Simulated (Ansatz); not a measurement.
GaSb (zinc blende)

```
GaSb
1.0
    0.00000     3.06677     3.06677
    3.06677     0.00000     3.06677
    3.06677     3.06677     0.00000
Sb Ga
1 1
Direct
  0.75000   0.75000   0.75000
  0.00000   0.00000   0.00000
```

The slice is a {111} plane (indices of the conventional cell) through the point (0.000, 0.000, 0.000) (fractional), spanned by u = [100] and v = [-1 2 0] in vectors of this cell: u (4.34 Å) and v (7.51 Å, at 90° to u). It covers one period; positions are fractions (u, v).

Method: r2SCAN (plane waves to 500 eV, PAW, scalar-relativistic; Ansatz, a program for electronic structure). k mesh 13×13×13. Inside the PAW spheres the values are not all-electron values, and peaks at nuclei hang on which shells count as valence. GaSb was relaxed with its symmetry unable to fall. Spin-orbit coupling is left out, though Sb is heavy. The PAW data are Ansatz's earlier set.

### Question
Predict the map of the electron localisation function (ELF) on the slice.

### Answer
```
|xxxx113344779988777777889977443311xx|
|xx1122335599998877667788999955332211|
|223333448899997766556677999988443333|
|333344669999886655555566889999664433|
|334455779988775555555555778899775544|
|333355778888665555555555668888775533|
|222233557777666655555566667777553322|
|001122336677777766666677777766332211|
|000011224477888888888888887744221100|
|000000113366889999999999886633110000|
|000000113355777777777777775533110000|
|000000113344444444444444444433110000|
|000011223333333333223333333333221100|
|222233334433332211xx1122333344333322|
|4444555544333311xxxxxx11333344555544|
|66777777663322xxxxxxxxxx223366777777|
|7777889977443311xxxxxx11334477998877|
|667788999955332211xx1122335599998877|
|556677999988443333223333448899997766|
|555566889999664433333344669999886655|
|555555778899775544334455779988775555|
|555555668888775533333355778888665555|
|555566667777553322222233557777666655|
|666677777766332211001122336677777766|
|888888887744221100000011224477888888|
|999999886633110000000000113366889999|
|777777775533110000000000113355777777|
|444444444433110000000000113344444444|
|223333333333221100000011223333333333|
|xx1122333344333322222233334433332211|
|xxxx113333445555444444555544333311xx|
|xxxxxx22336677777766777777663322xxxx|
```
Scale: ten equal steps from 0.02 (start of '0') to 0.71 (end of '9'), in the order '0123456789'. Values: electron localisation function (ELF). The map has 18 points along u (two characters each, u = 0 at the left) and 32 along v (v = 0 in the bottom row). Points within 0.5 Å of a nucleus are blanked (x), as the pseudised field means little there.
